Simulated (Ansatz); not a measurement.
**What DFT gives for AsPdS**

```
CELL_PARAMETERS angstrom
5.91552 0.00000 0.00000
0.00000 5.91552 0.00000
0.00000 0.00000 5.91552
ATOMIC_POSITIONS crystal
Pd 0.99970 0.99970 0.99970
Pd 0.50030 0.00030 0.49970
Pd 0.49970 0.50030 0.00030
Pd 0.00030 0.49970 0.50030
As 0.61290 0.61290 0.61290
As 0.88710 0.38710 0.11290
As 0.11290 0.88710 0.38710
As 0.38710 0.11290 0.88710
S 0.39190 0.39190 0.39190
S 0.10810 0.60810 0.89190
S 0.89190 0.10810 0.60810
S 0.60810 0.89190 0.10810
```

Level: r2SCAN, no spin polarisation; 500 eV; 6×6×6 Γ-centred mesh; fermi-dirac occupations (width 0.1 eV); Ansatz 0.2.0, fixed geometry.

Problem. What is the formation energy?

Solution. -0.40 eV an atom against the elements' usual phases (free molecules for gases, crystals otherwise, with no correction for O₂ or N₂), so it is bound against them; other compounds may still compete. Relaxing would lower it.

Problem. What happens at the Fermi level?

Solution. It is a metal, with about 5.1 states/eV a cell as the mean within 0.25 eV of the Fermi level, mostly Pd d (38 %), S p (29 %) and As p (19 %).

Problem. Describe some of the short contacts.

Solution. As–S at 2.26 Å: least valence density 0.71 e/Å³ and ELF 0.68 there. Pd–As at 2.48 Å: least valence density 0.53 e/Å³ and ELF 0.45 there. Pd–S at 2.49 Å: least valence density 0.46 e/Å³ and ELF 0.32 there. Both are smooth PAW fields, read partly inside the augmentation spheres.

Problem. Where is the largest force?

Solution. The largest is on S9 (and as large on other atoms): 0.11 eV/Å, components (0.06, 0.06, 0.06). It makes 0° with the line to a nearest neighbour, As5 at 2.26 Å, pointing towards it.

Origin: a database entry at a rescaled volume. Caveats: many states at the Fermi level without spin polarisation, so a magnetic state may lie lower.
